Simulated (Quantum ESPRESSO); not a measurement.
# Computed records: MgAlInGaP4 (made-up cell), MgAl3N3O (made-up cell), AlGe6N (made-up cell)

Computed with Quantum ESPRESSO 7.5. Calculation on a made-up crystal cell, not a measurement: periodic Kohn-Sham density functional theory in plane waves with PseudoDojo standard norm-conserving scalar-relativistic pseudopotentials, each functional with its own files (v0.5 for PBE, v0.4.1 for LDA and PBEsol), no spin polarisation, no spin-orbit coupling, atoms not relaxed, stress positive in tension, energies less a fixed whole-eV offset for each atom's element; levels are Kohn-Sham levels at fractions of this cell's reciprocal vectors, counted from the reference band (half the neutral cell's valence electrons, rounded up) at Gamma; error bars cover cutoff and k-mesh only, not smearing or the files; added strain carries the atoms with the cell, and shear is the tensor component; each bar is the largest change over components, and at least 0.002 eV, 0.002 eV per angstrom or 0.02 GPa; energies are for the whole cell, and the offsets were chosen from early runs and are not element reference energies.

Settings shared by all entries: functional pbe; cutoff 1143 eV; scf tolerance 1e-07 eV; electrons removed 0.

(1) MgAlInGaP4 (made-up cell)

Unstrained structure:
```xyz
8
Lattice="5.8362 0.0677 -0.0908 0.0677 5.6978 -0.0251 -0.0908 -0.0251 5.7420" Properties=species:S:1:pos:R:3 MgAlInGaP4
Ga    -0.0386     0.0765     0.0290
In     0.0276     2.8375     2.9106
Mg     2.9305     0.0604     2.7976
Al     2.9894     2.8853    -0.0777
P      1.5016     1.4125     1.4336
P      1.4700     4.2622     4.2395
P      4.3906     1.4891     4.2657
P      4.4895     4.3473     1.3180
```

```
lattice type             : zincblende/diamond
fermi dirac smearing     : 0.1 eV
added strain kind        : zz
added strain             : -0.0103
k mesh                   : 6 x 6 x 6, shifted by half a step
structure shown          : before the added strain of -0.0103
free energy less offsets : 0.657 eV
smearing term minus ts   : -0.1299 eV
scf iterations           : 12
pressure                 : -0.2954 GPa
stress xx                : 0.6198 GPa
stress yy                : 0.2609 GPa
stress zz                : 0.005581 GPa
stress yz                : 0.05466 GPa
stress xz                : -2.414 GPa
stress xy                : 1.044 GPa
error bar energy         : 0.003002 eV
error bar stress         : 0.02 GPa
error bar force          : 0.003408 eV/Å
error bars from          : tighter rerun of this cell
```

Atoms:
```tsv
atoms element	atom site	atom energy offset (eV)
Ga	1	-2080
In	2	-1808
Mg	3	-1617
Al	4	-64
P	5	-189
P	6	-189
P	7	-189
P	8	-189
```

Forces:
```tsv
site	x (eV/Å)	y (eV/Å)	z (eV/Å)
1	0.6197	-0.5024	0.07816
2	-0.1667	-0.3474	-0.3561
3	0.1811	-0.5951	0.5583
4	-0.1383	0.08994	0.2723
5	-0.05156	0.4479	-1.595
6	0.6721	0.8864	1.474
7	-0.6068	-0.04528	0.6986
8	-0.5095	0.06601	-1.131
```

(2) MgAlInGaP4 (made-up cell)

Structure as in entry 1.

```
lattice type             : zincblende/diamond
fermi dirac smearing     : 0.1 eV
added strain kind        : zz
added strain             : -0.0057
k mesh                   : 6 x 6 x 6, shifted by half a step
structure shown          : before the added strain of -0.0057
free energy less offsets : 0.658 eV
smearing term minus ts   : -0.1305 eV
scf iterations           : 12
pressure                 : -0.5749 GPa
stress xx                : 0.8676 GPa
stress yy                : 0.5008 GPa
stress zz                : 0.3564 GPa
stress yz                : 0.03665 GPa
stress xz                : -2.371 GPa
stress xy                : 1.021 GPa
error bar energy         : 0.003002 eV
error bar stress         : 0.02 GPa
error bar force          : 0.003408 eV/Å
error bars from          : tighter rerun of a related cell
```

Atoms:
```tsv
atoms element	atom site	atom energy offset (eV)
Ga	1	-2080
In	2	-1808
Mg	3	-1617
Al	4	-64
P	5	-189
P	6	-189
P	7	-189
P	8	-189
```

Forces:
```tsv
site	x (eV/Å)	y (eV/Å)	z (eV/Å)
1	0.6118	-0.4917	0.07591
2	-0.1628	-0.339	-0.3542
3	0.1787	-0.5856	0.555
4	-0.1361	0.0928	0.2669
5	-0.05251	0.4437	-1.592
6	0.6666	0.8686	1.472
7	-0.6007	-0.04875	0.7055
8	-0.5051	0.05986	-1.129
```

(3) MgAlInGaP4 (made-up cell)

Structure as in entry 1.

```
lattice type             : zincblende/diamond
fermi dirac smearing     : 0.1 eV
added strain kind        : zz
added strain             : 0.0003
k mesh                   : 6 x 6 x 6, shifted by half a step
structure shown          : before the added strain of 0.0003
free energy less offsets : 0.662 eV
smearing term minus ts   : -0.1312 eV
scf iterations           : 12
pressure                 : -0.9308 GPa
stress xx                : 1.181 GPa
stress yy                : 0.8038 GPa
stress zz                : 0.8073 GPa
stress yz                : 0.01512 GPa
stress xz                : -2.314 GPa
stress xy                : 0.9924 GPa
error bar energy         : 0.003002 eV
error bar stress         : 0.02 GPa
error bar force          : 0.003408 eV/Å
error bars from          : tighter rerun of a related cell
```

Atoms:
```tsv
atoms element	atom site	atom energy offset (eV)
Ga	1	-2080
In	2	-1808
Mg	3	-1617
Al	4	-64
P	5	-189
P	6	-189
P	7	-189
P	8	-189
```

Forces:
```tsv
site	x (eV/Å)	y (eV/Å)	z (eV/Å)
1	0.6017	-0.4776	0.07212
2	-0.1574	-0.3276	-0.3517
3	0.1763	-0.5736	0.5511
4	-0.1333	0.09636	0.2591
5	-0.05393	0.4386	-1.588
6	0.6594	0.8456	1.47
7	-0.5932	-0.05344	0.7142
8	-0.4995	0.05175	-1.126
```

(4) MgAlInGaP4 (made-up cell)

Structure as in entry 1.

```
lattice type             : zincblende/diamond
fermi dirac smearing     : 0.1 eV
added strain kind        : zz
added strain             : 0.0082
k mesh                   : 6 x 6 x 6, shifted by half a step
structure shown          : before the added strain of 0.0082
free energy less offsets : 0.6724 eV
smearing term minus ts   : -0.1319 eV
scf iterations           : 12
pressure                 : -1.386 GPa
stress xx                : 1.578 GPa
stress yy                : 1.186 GPa
stress zz                : 1.393 GPa
stress yz                : -0.01313 GPa
stress xz                : -2.241 GPa
stress xy                : 0.9558 GPa
error bar energy         : 0.003002 eV
error bar stress         : 0.02 GPa
error bar force          : 0.003408 eV/Å
error bars from          : tighter rerun of a related cell
```

Atoms:
```tsv
atoms element	atom site	atom energy offset (eV)
Ga	1	-2080
In	2	-1808
Mg	3	-1617
Al	4	-64
P	5	-189
P	6	-189
P	7	-189
P	8	-189
```

Forces:
```tsv
site	x (eV/Å)	y (eV/Å)	z (eV/Å)
1	0.589	-0.4596	0.06767
2	-0.1509	-0.3137	-0.348
3	0.173	-0.558	0.5454
4	-0.1296	0.1012	0.2491
5	-0.05528	0.4315	-1.584
6	0.6502	0.8158	1.467
7	-0.5836	-0.05906	0.7259
8	-0.4929	0.04193	-1.123
```

(5) MgAlInGaP4 (made-up cell)

Structure as in entry 1.

```
lattice type             : zincblende/diamond
fermi dirac smearing     : 0.1 eV
added strain kind        : zz
added strain             : 0.0193
k mesh                   : 6 x 6 x 6, shifted by half a step
structure shown          : before the added strain of 0.0193
free energy less offsets : 0.6961 eV
smearing term minus ts   : -0.1323 eV
scf iterations           : 12
pressure                 : -1.997 GPa
stress xx                : 2.104 GPa
stress yy                : 1.692 GPa
stress zz                : 2.195 GPa
stress yz                : -0.05103 GPa
stress xz                : -2.142 GPa
stress xy                : 0.9058 GPa
error bar energy         : 0.003002 eV
error bar stress         : 0.02 GPa
error bar force          : 0.003408 eV/Å
error bars from          : tighter rerun of a related cell
```

Atoms:
```tsv
atoms element	atom site	atom energy offset (eV)
Ga	1	-2080
In	2	-1808
Mg	3	-1617
Al	4	-64
P	5	-189
P	6	-189
P	7	-189
P	8	-189
```

Forces:
```tsv
site	x (eV/Å)	y (eV/Å)	z (eV/Å)
1	0.5716	-0.4352	0.06212
2	-0.1408	-0.2948	-0.3427
3	0.1679	-0.5365	0.5342
4	-0.124	0.1077	0.2357
5	-0.05644	0.4211	-1.576
6	0.6375	0.7751	1.463
7	-0.5707	-0.06656	0.742
8	-0.485	0.02908	-1.118
```

(6) MgAlInGaP4 (made-up cell)

Structure as in entry 1.

```
lattice type             : zincblende/diamond
fermi dirac smearing     : 0.1 eV
added strain kind        : zz
added strain             : 0.0237
k mesh                   : 6 x 6 x 6, shifted by half a step
structure shown          : before the added strain of 0.0237
free energy less offsets : 0.7084 eV
smearing term minus ts   : -0.1324 eV
scf iterations           : 12
pressure                 : -2.232 GPa
stress xx                : 2.304 GPa
stress yy                : 1.883 GPa
stress zz                : 2.509 GPa
stress yz                : -0.06513 GPa
stress xz                : -2.103 GPa
stress xy                : 0.8873 GPa
error bar energy         : 0.003002 eV
error bar stress         : 0.02 GPa
error bar force          : 0.003408 eV/Å
error bars from          : tighter rerun of a related cell
```

Atoms:
```tsv
atoms element	atom site	atom energy offset (eV)
Ga	1	-2080
In	2	-1808
Mg	3	-1617
Al	4	-64
P	5	-189
P	6	-189
P	7	-189
P	8	-189
```

Forces:
```tsv
site	x (eV/Å)	y (eV/Å)	z (eV/Å)
1	0.5649	-0.4258	0.05996
2	-0.1364	-0.2872	-0.3406
3	0.1659	-0.5281	0.5306
4	-0.1218	0.1103	0.2301
5	-0.05693	0.417	-1.573
6	0.6324	0.7591	1.461
7	-0.5661	-0.0694	0.7481
8	-0.482	0.02419	-1.116
```

(7) MgAl3N3O (made-up cell)

Unstrained structure:
```xyz
8
Lattice="3.0424 0.0308 -0.0082 0.0534 5.3002 -0.0193 -0.0134 -0.0182 5.0212" Properties=species:S:1:pos:R:3 MgAl3N3O
Al     0.0388     0.1637     0.0358
Al     1.5288     2.8068    -0.0884
Mg     1.3696     0.8771     2.4008
Al     0.0111     3.4539     2.5566
N     -0.0036     0.0050     1.8652
O      1.6190     2.7545     2.0708
N      1.4861     0.8814     4.4413
N     -0.0537     3.5270     4.3753
```

```
lattice type             : wurtzite
fermi dirac smearing     : 0.025 eV
added strain kind        : biaxial xx and yy
added strain             : 0.0008
k mesh                   : 6 x 4 x 4, shifted by half a step
structure shown          : before the added strain of 0.0008
free energy less offsets : -0.1771 eV
smearing term minus ts   : 0 eV
scf iterations           : 13
pressure                 : 23.7 GPa
stress xx                : -44.87 GPa
stress yy                : -12.24 GPa
stress zz                : -13.97 GPa
stress yz                : -2.493 GPa
stress xz                : -3.605 GPa
stress xy                : -10.72 GPa
reference band           : 20
error bar energy         : 0.002 eV
error bar stress         : 0.02 GPa
error bar force          : 0.006591 eV/Å
error bar next band up   : 0.002 eV
error bars from          : tighter rerun of this cell
```

Atoms:
```tsv
atoms element	atom site	atom energy offset (eV)
Al	1	-64
Al	2	-64
Mg	3	-1617
Al	4	-64
N	5	-283
O	6	-452
N	7	-283
N	8	-283
```

Forces:
```tsv
site	x (eV/Å)	y (eV/Å)	z (eV/Å)
1	-1.755	-1.714	0.3333
2	-0.847	-2.818	0.4461
3	4.123	0.789	2.185
4	1.769	4.952	-0.3226
5	-3.546	-4.829	-1.408
6	-2.372	-0.5563	-2.623
7	1.19	3.061	0.5222
8	1.439	1.116	0.8668
```

Levels:
```tsv
level k point	next band up (eV)
Gamma	1.6
(1/2,1/2,1/2)	3.209
(0.15,0,0)	2.335
(0,0.15,0)	1.944
(0,0,0.15)	1.969
```

(8) MgAl3N3O (made-up cell)

Structure as in entry 7.

```
lattice type             : wurtzite
fermi dirac smearing     : 0.025 eV
added strain kind        : biaxial xx and yy
added strain             : 0.0068
k mesh                   : 6 x 4 x 4, shifted by half a step
structure shown          : before the added strain of 0.0068
free energy less offsets : -0.3382 eV
smearing term minus ts   : 0 eV
scf iterations           : 13
pressure                 : 20.58 GPa
stress xx                : -39.73 GPa
stress yy                : -9.076 GPa
stress zz                : -12.93 GPa
stress yz                : -2.486 GPa
stress xz                : -3.449 GPa
stress xy                : -10.08 GPa
reference band           : 20
error bar energy         : 0.002 eV
error bar stress         : 0.02 GPa
error bar force          : 0.006591 eV/Å
error bar next band up   : 0.002 eV
error bars from          : tighter rerun of a related cell
```

Atoms:
```tsv
atoms element	atom site	atom energy offset (eV)
Al	1	-64
Al	2	-64
Mg	3	-1617
Al	4	-64
N	5	-283
O	6	-452
N	7	-283
N	8	-283
```

Forces:
```tsv
site	x (eV/Å)	y (eV/Å)	z (eV/Å)
1	-1.704	-1.612	0.2336
2	-0.8061	-2.741	0.3676
3	3.993	0.7079	2.039
4	1.663	4.839	-0.4249
5	-3.41	-4.699	-1.274
6	-2.272	-0.4826	-2.527
7	1.137	2.983	0.6248
8	1.4	1.005	0.9606
```

Levels:
```tsv
level k point	next band up (eV)
Gamma	1.547
(1/2,1/2,1/2)	3.211
(0.15,0,0)	2.289
(0,0.15,0)	1.893
(0,0,0.15)	1.919
```

(9) MgAl3N3O (made-up cell)

Structure as in entry 7.

```
lattice type             : wurtzite
fermi dirac smearing     : 0.025 eV
added strain kind        : biaxial xx and yy
added strain             : 0.0123
k mesh                   : 6 x 4 x 4, shifted by half a step
structure shown          : before the added strain of 0.0123
free energy less offsets : -0.4643 eV
smearing term minus ts   : 0 eV
scf iterations           : 13
pressure                 : 17.88 GPa
stress xx                : -35.28 GPa
stress yy                : -6.338 GPa
stress zz                : -12.01 GPa
stress yz                : -2.483 GPa
stress xz                : -3.322 GPa
stress xy                : -9.52 GPa
reference band           : 20
error bar energy         : 0.002 eV
error bar stress         : 0.02 GPa
error bar force          : 0.006591 eV/Å
error bar next band up   : 0.002 eV
error bars from          : tighter rerun of a related cell
```

Atoms:
```tsv
atoms element	atom site	atom energy offset (eV)
Al	1	-64
Al	2	-64
Mg	3	-1617
Al	4	-64
N	5	-283
O	6	-452
N	7	-283
N	8	-283
```

Forces:
```tsv
site	x (eV/Å)	y (eV/Å)	z (eV/Å)
1	-1.653	-1.522	0.1482
2	-0.7677	-2.671	0.301
3	3.878	0.6386	1.912
4	1.573	4.74	-0.5113
5	-3.29	-4.585	-1.158
6	-2.188	-0.4202	-2.445
7	1.086	2.914	0.7125
8	1.363	0.9067	1.041
```

Levels:
```tsv
level k point	next band up (eV)
Gamma	1.498
(1/2,1/2,1/2)	3.212
(0.15,0,0)	2.246
(0,0.15,0)	1.846
(0,0,0.15)	1.874
```

(10) AlGe6N (made-up cell)

Unstrained structure:
```xyz
8
Lattice="5.9083 -0.0179 0.0179 -0.0179 5.7773 0.0269 0.0179 0.0269 5.8997" Properties=species:S:1:pos:R:3 AlGe6N
Ge    -0.0901     0.0104    -0.0506
Al    -0.0603     2.8803     2.9833
Ge     2.9740    -0.0265     2.9354
N      2.9330     2.8140     0.0266
Ge     1.3964     1.4147     1.4925
Ge     1.4641     4.3038     4.4745
Ge     4.4048     1.4385     4.3704
Ge     4.3611     4.4067     1.5047
```

```
lattice type         : zincblende/diamond
fermi dirac smearing : 0.1 eV
added strain kind    : uniform
added strain         : -0.0232
k mesh               : 6 x 6 x 6, shifted by half a step
structure shown      : before the added strain of -0.0232
stress yz            : ?
stress xx            : ?
fermi level          : ?
stress xy            : ?
```

Atoms:
```tsv
atoms element	atom site	atom energy offset (eV)
Ge	1	-2430
Al	2	-64
Ge	3	-2430
N	4	-283
Ge	5	-2430
Ge	6	-2430
Ge	7	-2430
Ge	8	-2430
```

**Q.** AlGe6N (made-up cell) (entry 10): stress yz?
**A.** -0.0406 GPa

**Q.** What stress xx does the calculation give for AlGe6N (made-up cell) (entry 10)?
**A.** 3.743 GPa

**Q.** Give the missing fermi level for AlGe6N (made-up cell) (entry 10).
**A.** 0.06099 eV

**Q.** What stress xy does the calculation give for AlGe6N (made-up cell) (entry 10)?
**A.** -0.6218 GPa

Further results for AlGe6N (made-up cell) (entry 10):

```
free energy less offsets : 2.176 eV
smearing term minus ts   : -0.09064 eV
scf iterations           : 11
pressure                 : -3.215 GPa
stress yy                : 2.15 GPa
stress zz                : 3.753 GPa
stress xz                : 0.9508 GPa
reference band           : 46
error bar energy         : 0.002731 eV
error bar stress         : 0.02 GPa
error bar force          : 0.005323 eV/Å
error bar next band up   : 0.002 eV
error bar fermi level    : 0.002 eV
error bars from          : tighter rerun of a related cell
```

Forces:
```tsv
site	x (eV/Å)	y (eV/Å)	z (eV/Å)
1	0.4789	-0.06095	-0.0431
2	0.2506	0.722	-0.5375
3	-0.9869	0.2782	0.3019
4	-0.3519	0.21	-0.1022
5	0.9617	0.8517	-0.802
6	0.7492	-0.9174	0.693
7	-1.055	0.8117	1.277
8	-0.04654	-1.895	-0.7873
```

Levels:
```tsv
level k point	next band up (eV)
Gamma	0.5322
(1/2,1/2,1/2)	0.06733
(0.15,0,0)	0.3057
(0,0.15,0)	0.141
(0,0,0.15)	0.3021
```
